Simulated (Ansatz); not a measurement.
## Sc3SnB, a strained cell with displaced atoms

```
Sc Sn B
1.0
     4.55397    0.06336   -0.07496
     0.06336    4.50284    0.00779
    -0.07496    0.00779    4.61911
Sc Sn B
3 1 1
Direct
  0.01606 0.48187 0.48348
  0.47471 0.03710 0.51718
  0.47592 0.55628 0.01135
  0.98333 0.02597 0.97455
  0.49648 0.52990 0.55609
```

Single point in Ansatz 0.2.0 with m-r2SCAN, no spin polarisation. Cutoff 500 eV, PAW datasets, 4×4×4 (shifted by 0.5, 0, 0 steps) k mesh, fermi-dirac filling (width 0.1 eV).

(1) Is there a gap?

(2) Is the cell too large or too small?

(3) Describe some of the short contacts.

(4) Where is the largest force?

Origin: a strained cell with displaced atoms, so it need not be a known compound. Caveats: the k mesh is coarse if the cell is a metal; atoms or cell far from equilibrium; the gap is not wide against the smearing; m-r2SCAN is r2SCAN with a changed spin dependence that lowers moments.

Answers

(1) Counting bands on this mesh leaves a gap of 0.14 eV, but it is narrow, so a finer mesh and a narrower smearing would have to settle it.

(2) The pressure is 7.0 GPa (compression positive), so with the atoms held at these fractions the cell would first expand; the forces are large, so a full relaxation may end otherwise. The principal stresses 3.6, 6.5, 11.0 GPa differ, so its shape would change too.

(3) Sc–B at 2.11 Å: least valence density 0.52 e/Å³ and ELF 0.31 there. Sn–Sc at 3.04 Å: least valence density 0.18 e/Å³ and ELF 0.17 there. These are pseudo-fields; inside the PAW spheres they differ from the all-electron ones.

(4) The largest is on Sc1 (and as large on other atoms): 2.28 eV/Å, components (-1.71, 1.39, 0.56). It makes 130° with the line to a nearest neighbour, B5 at 2.22 Å.
